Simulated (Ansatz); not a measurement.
Input and command of a calculation in Ansatz (plane waves; scalar-relativistic PAW potentials unless the input names others):

```yaml
crystal:
  lattice:
    - [0.0, 2.164, 2.09908]
    - [2.164, 0.0, 2.09908]
    - [2.164, 2.164, 0.0]
  atoms:
    - { symbol: Ti, position: [0.0, 0.0, 0.0] }
    - { symbol: C, position: [0.5, 0.5, 0.5] }
basis:
  ecutwfc: "18.4 Ry"
  xc_grid: 1
kpoints:
  mp_grid: { grid: [18, 18, 18], shift: [0.5, 0.5, 0.5] }
hamiltonian:
  xc: r2scan
scf:
  occupations: { method: gaussian, width: 0.15 }
output:
  forces: true
  eigenvalues: true
  stress: true
```

```bash
ansatz run input.yaml --threads 1 --pin off --max-ram 2560MiB --backend cpu --events-out ev --progress --plain --runs-dir out
```

Abridged log:
```
Warning: basis.ecutwfc = 250.34475346 eV is below the records' recommended 500 eV, and the density's cutoff is lower with it unless basis.ecutrho_ratio is high enough to keep the records' density cutoff: compare with a run at a higher cutoff
Warning: crystal.symmetry: narrowed to the stabiliser of the k-point mesh — unitary ops 16 → 4; excluded 12 operations that carry a point of the 18×18×18 mesh (shift [0.5, 0.5, 0.5]) off the mesh (the run samples exactly the mesh kpoints.mp_grid names, as under crystal.symmetry.detect: false, and its converged state has the mesh's symmetry, not the crystal's; ε∞, the Born charges and the force constants of a linear response (`dielectric:` by the response, `phonons.method: dfpt`) are averaged over those of the crystal's operations that the state keeps within a tolerance, where `mesh_tensors`, ` ...
Pseudopotentials: kind: paw
Pseudopotential: Ti, paw, valence charge 12, recommended cutoff 500 eV (meta_gga)
Pseudopotential: C, paw, valence charge 4, recommended cutoff 500 eV (meta_gga)
Functional definition: r2SCAN
Crystal: 2 atoms, lattice volume = 19.660 Å³
Basis set: ecut = 250.34475346 eV, 169 PW (Γ)
Bands: 12, of which v1, the nominal top of the filled ones, is band 8 counted from 1 (7 counted from 0)
Symmetry: 4 space group operations
k-points: 1539 of 5832
Initial density: superposition of atomic densities (neutral atoms: chi_scale 0, normalization atom), corrected by the library's trained network
Initial wavefunctions: pseudopotential atomic-orbital guess
Functional: x = r2scan, c = r2scan; τ floored in thin density (d = 2e-4 eV/Å³)
SCF iter   1: F=—  HF=-2756.515891 eV  |F-HF|=—  |Δ(HF+E_count)|=         —  Δρ=3.87e-2  dr2=1.52e-1  dr2_τ=1.40e-1  ethr=1.77e-3  ⟨swp⟩=4.1  Hψ=90403  notcnv=0
SCF iter   2: F=—  HF=-2756.533806 eV  |F-HF|=—  |Δ(HF+E_count)|=   1.79e-2  Δρ=1.59e-2  dr2=1.47e-2  dr2_τ=4.03e-3  ethr=9.53e-4  ⟨swp⟩=2.8  Hψ=48674  notcnv=0  defer=2
SCF iter   3: F=—  HF=-2756.541101 eV  |F-HF|=—  |Δ(HF+E_count)|=   7.29e-3  Δρ=7.56e-3  dr2=9.13e-3  dr2_τ=1.22e-3  ethr=9.18e-5  ⟨swp⟩=2.0  Hψ=24634  notcnv=0  defer=2
SCF iter   4: F=—  HF=-2756.541341 eV  |F-HF|=—  |Δ(HF+E_count)|=   2.40e-4  Δρ=3.10e-3  dr2=1.72e-3  dr2_τ=1.89e-4  ethr=5.71e-5  ⟨swp⟩=2.3  Hψ=27077  notcnv=0  defer=2
SCF iter   5: F=—  HF=-2756.541359 eV  |F-HF|=—  |Δ(HF+E_count)|=   1.85e-5  Δρ=5.83e-4  dr2=3.87e-5  dr2_τ=2.99e-6  ethr=1.07e-5  ⟨swp⟩=2.2  Hψ=21971  notcnv=0  defer=2
SCF iter   6: F=—  HF=-2756.541365 eV  |F-HF|=—  |Δ(HF+E_count)|=   5.91e-6  Δρ=1.13e-4  dr2=2.18e-6  dr2_τ=1.51e-7  ethr=2.42e-7  ⟨swp⟩=2.5  Hψ=29458  notcnv=0  defer=2
SCF iter   7: F=-2756.541364 eV  HF=-2756.541365 eV  |F-HF|=2.86e-7  |Δ(HF+E_count)|=   7.36e-7  Δρ=2.31e-5  dr2=6.62e-8  dr2_τ=8.74e-9  ethr=6.25e-10  ⟨swp⟩=2.9  Hψ=68035  notcnv=0
SCF 1 converged in 7 iterations: F = -2756.541364 eV  dr2 = 6.62e-8
SCF converged after 7 iterations
Free energy (F): -2756.541364 eV
Harris-Foulkes:  -2756.541365 eV  (|F-HF|=2.86e-7)
Internal energy: -2756.538666 eV  (E = F + TS)
E sigma→0 (E₀):  -2756.540015 eV
Entropy (-TS):   -0.002698 eV (-1.349 meV/atom)
Fermi energy:    15.326600 eV
--- Forces (eV/Å), atoms counted from 1 ---
  atom   1  Ti     0.00000000     0.00000000     0.00000000
  atom   2  C      0.00000000     0.00000000     0.00000000
--- Stress (GPa, compression-positive) ---
       -1.729959       0.011945       0.023287
        0.011945      -1.729959       0.023287
        0.023287       0.023287       8.579317
  P = ⅓ Tr σ = 1.7065 GPa (17.065 kbar)
```

Apart from outputs and empty bands, the input differs from a reference run on usual settings in basis.xc_grid: not typed → 1; kpoints.mp_grid.shift: not typed → [0.5, 0.5, 0.5]; basis.ecutwfc: 500 → "18.4 Ry". The reference, at the same geometry (not necessarily relaxed), gave pressure 8.94 GPa, largest force 0.000 eV/Å, no gap on the mesh. This run converged in 7 SCF iterations (reference: 7) with an energy at zero smearing 721 meV/atom above the reference's, pressure 1.71 GPa, largest force 0.000 eV/Å, no gap on the mesh. Its cutoff is looser than usual, and the result moved.

It took 36 s on 1 thread of Intel(R) Xeon(R) Processor @ 2.50GHz (Skylake/Cascade Lake), on a shared host, peak memory 0.52 GiB.